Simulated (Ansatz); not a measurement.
# Fields on a plane of Cs2SnI6 (K2PtCl6 type, space group Fm-3m)

```yaml
crystal:
  lattice:
    - [0.00000, 6.01654, 6.01654]
    - [6.01654, 0.00000, 6.01654]
    - [6.01654, 6.01654, 0.00000]
  atoms:
    - { symbol: Cs, position: [0.25000, 0.25000, 0.25000] }
    - { symbol: Cs, position: [0.75000, 0.75000, 0.75000] }
    - { symbol: Sn, position: [0.00000, 0.00000, 0.00000] }
    - { symbol: I, position: [0.75807, 0.24193, 0.24193] }
    - { symbol: I, position: [0.24193, 0.75807, 0.75807] }
    - { symbol: I, position: [0.24193, 0.75807, 0.24193] }
    - { symbol: I, position: [0.75807, 0.24193, 0.75807] }
    - { symbol: I, position: [0.24193, 0.24193, 0.75807] }
    - { symbol: I, position: [0.75807, 0.75807, 0.24193] }
```

The slice is a {110} plane (indices of the conventional cell) through the point (0.758, 0.242, 0.242) (fractional), spanned by u = [100] and v = [1 -1 -1] in vectors of this cell: u (8.51 Å) and v (12.03 Å, at 90° to u). It covers one period; positions are fractions (u, v).

Atoms on it: Cs at (0.50, 0.99); Cs at (0.50, 0.49); Sn at (0.00, 0.24); I at (0.00, 0.00); I at (0.00, 0.48).

The numbers are results of PBE (plane waves to 420 eV, PAW, scalar-relativistic; Ansatz, an electronic-structure program), not measurements. k mesh 5×5×5. These are valence fields of a PAW run, semicore shells included where kept as valence: close to a nucleus they are smooth pseudo fields. Cs2SnI6 was relaxed with its symmetry unable to fall. Spin-orbit coupling is left out, though I is heavy. The relaxed volume of Cs2SnI6 is well above the measured one; the method has no dispersion term.

```
| :@#:              :#@:|
|.-+-.              .-+-|
| ...                ...|
|                       |
|                       |
|                       |
|                       |
|                       |
|                       |
|                       |
|                       |
|                       |
|                       |
|.:-:.              .:-:|
| -#+:              :+#-|
| .@%-.            .-%@.|
| .@%-.            .-%@.|
| :#+:              :+#:|
|.:-:                :-:|
|                       |
|                       |
|                       |
|                       |
|                       |
|                       |
|                       |
|                       |
|                       |
| ...                ...|
| -+-.              .-+-|
| :@#:              :#@:|
| .@@-.            .-@@.|
```
Scale: ten equal steps from 0.000 (start of ' ') to 0.035 (end of '@'), in the order ' .:-=+*#%@'. Values: density of the highest valence band (whole band, smooth part) in e/Å³. The map has 23 points along u (one character each, u = 0 at the left) and 32 along v (v = 0 in the bottom row). 

| v \ u | 0.00 | 0.13 | 0.26 | 0.39 | 0.52 | 0.65 | 0.78 | 0.91 |
|---|---|---|---|---|---|---|---|---|
| 0.94 | 0.58 | 0.80 | 0.02 | 0.87 | 0.80 | 0.64 | 0.21 | 0.69 |
| 0.84 | 0.25 | 0.03 | 0.01 | 0.02 | 0.14 | 0.01 | 0.01 | 0.10 |
| 0.75 | 0.00 | 0.01 | 0.03 | 0.02 | 0.00 | 0.03 | 0.03 | 0.01 |
| 0.66 | 0.10 | 0.01 | 0.02 | 0.01 | 0.03 | 0.01 | 0.01 | 0.03 |
| 0.56 | 0.63 | 0.76 | 0.01 | 0.82 | 0.89 | 0.49 | 0.13 | 0.72 |
| 0.47 | x | 0.75 | 0.02 | 0.90 | x | 0.77 | 0.37 | 0.60 |
| 0.38 | 0.70 | 0.31 | 0.01 | 0.21 | 0.70 | 0.03 | 0.03 | 0.55 |
| 0.28 | x | 0.23 | 0.05 | 0.02 | 0.00 | 0.03 | 0.08 | 0.29 |
| 0.19 | 0.17 | 0.23 | 0.04 | 0.02 | 0.00 | 0.03 | 0.07 | 0.28 |
| 0.09 | 0.66 | 0.48 | 0.01 | 0.49 | 0.84 | 0.09 | 0.04 | 0.66 |
| 0.00 | x | 0.75 | 0.03 | 0.90 | x | 0.79 | 0.39 | 0.59 |

Values: electron localisation function (ELF). Points within 0.5 Å of a nucleus are blanked (x), as the pseudised field means little there.

Element round which the density of the highest valence band (whole band, smooth part) is largest on this plane: I. Element round which the density of the lowest conduction band (whole band as if filled, smooth part) is largest on this plane: Sn.
